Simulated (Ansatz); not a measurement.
**Trial structures of ZrPdSe4: starts and ends**

Theory: DFT PBE, scalar-relativistic, plane waves, PAW in Ansatz 0.2.0. Settings: cutoff 420 eV, Γ-centred meshes spaced at most about 0.3 Å⁻¹, and about 0.25 Å⁻¹ or finer for metals (2π included), Gaussian smearing. No spin polarisation in the final relaxations.

Each guess was relaxed in cell and atoms at zero pressure, within the symmetry of its start. These are static total energies at zero pressure. Coordination counts Se atoms around Pd and Zr (those within 1.25 times the shortest such distance or 1.15 times the sum of covalent radii; a plus sign parts nearer from farther groups; the shortest distance is added where it is long for a bond).

```
guess     made from  start group  V start (Å³/atom)  end group  V end (Å³/atom)  coordination at the end  gap on mesh (eV)  E over the lowest end (meV/atom)
    1  MnFeSn4 type         I422               21.4       I422             20.2               Zr 8, Pd 8                 0                                 0
    2   TiNbB4 type       P6/mmm               21.1     P6/mmm             20.1  Zr 12, Pd 12 from 3.3 Å                 0                               513
    3  TmAlCo4 type        P-6m2               25.2      P-6m2             21.4            Zr 9, Pd 3+12                 0                               522
    4  LuInCo4 type        F-43m               22.9      F-43m             20.3  Zr 12, Pd 12 from 3.3 Å                 0                               904
    5   random cell       I4/mmm               28.0          ?                ?                        ?                 ?                                 ?
```

Guess 5 as it starts:

Space group I4/mmm (No. 139). a = 7.073 Å, b = 7.073 Å, c = 6.710 Å, α = 90.00°, β = 90.00°, γ = 90.00°
```
atom  site  symmetry       x       y       z
  Zr    2a     4/mmm  0.0000  0.0000  0.0000
  Pd    2b     4/mmm  0.0000  0.0000  0.5000
  Se    8j      m2m.  0.3134  0.0000  0.5000
```

Q: Predict the end of this guess and its energy over the lowest end.

A: It ends in space group I4/mmm (No. 139), with a = 7.693 Å, c = 5.152 Å, 25.4 Å³/atom and no gap. It lies 0.87 eV/atom over the lowest end, above guess 3 and below guess 4. Counting Se atoms around Pd and Zr, this end has Zr 8+8 from 3.5 Å, Pd 4 and the lowest (guess 1) has Zr 8, Pd 8.

Space group I4/mmm (No. 139). a = 7.693 Å, b = 7.693 Å, c = 5.152 Å, α = 90.00°, β = 90.00°, γ = 90.00°
| atom | site | symmetry | x | y | z |
| --- | --- | --- | --- | --- | --- |
| Zr | 2a | 4/mmm | 0.0000 | 0.0000 | 0.0000 |
| Pd | 2b | 4/mmm | 0.0000 | 0.0000 | 0.5000 |
| Se | 8j | m2m. | 0.8135 | 0.5000 | 0.0000 |

Energies over the elements count from the elements' standard structures at the same level, with no fitted energy shifts.

Q: Is the lowest end bound against the elements?

A: Yes: its formation energy is −0.49 eV/atom. A negative formation energy is needed for stability but isn't enough: competing phases decide.

The k mesh leaves some 4 meV/atom of noise in the energy of each metallic cell. The reference form of Se is held partly by dispersion forces, which this level lacks. Cells relaxed within their symmetry can be saddle points. A lower structure may well exist outside this small set. Some candidate types were left out of the draw beforehand, so a known form may be missing.
